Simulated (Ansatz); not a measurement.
Input:

Starting cell, SnSe2 (CdI2 type):

```
SnSe2
1.0
    7.65139     0.00000     0.00000
   -1.91285     3.31315     0.00000
    0.00000     0.00000     6.22880
Sn Se
2 4
Direct
  0.00000   0.00000   0.00000
  0.50000   0.00000   0.00000
  0.16667   0.66667   0.25298
  0.66667   0.66667   0.25298
  0.33333   0.33333   0.74702
  0.83333   0.33333   0.74702
```

In each cell atom 1 (Sn, nearest neighbour Se at 2.713 Å; its periodic images, 3.8 Å or more away, move with it) moves by s·(0.705, 0.407, -0.581) (towards the nearest neighbour), the rest being held.

All values below come from r2SCAN+rVV10 (plane waves to 500 eV, PAW, scalar-relativistic; Ansatz, a quantum-chemistry and plane-wave program). k mesh 4×8×5 (Γ-centred), Fermi-Dirac smearing 0.05 eV. E stands for the smeared free energy. Left out: 2 of 11 points, with atoms too close for the PAW data. As the smearing reaches across the gap at some points, energies and forces of such displacements shift with the k mesh and the smearing. SnSe2 was relaxed with its symmetry unable to fall. The PAW data are Ansatz's earlier set. The zero of ΔE is the undisplaced structure.

The scan covers s from -0.648 to 0.648 Å in 9 points.

Question: Is the energy the same for equal positive and negative displacements?

Answer: Even: the same for both signs. With its periodic images moving along, the atom's site symmetry in this cell is 2/m.

Question: What force acts on the atom along the line at s = -0.648 Å?

Answer: 14.0 eV/Å.

Question: What is the energy change at s = 0.648 Å?

Answer: 3148 meV/cell.

Question: What is the force constant k = d²E/ds² of this move at s = 0?

Answer: 9.10 eV/Å².

(For displaced atoms, the force is minus the slope of the energy, and its curvature is a force constant, which sets phonon frequencies.)
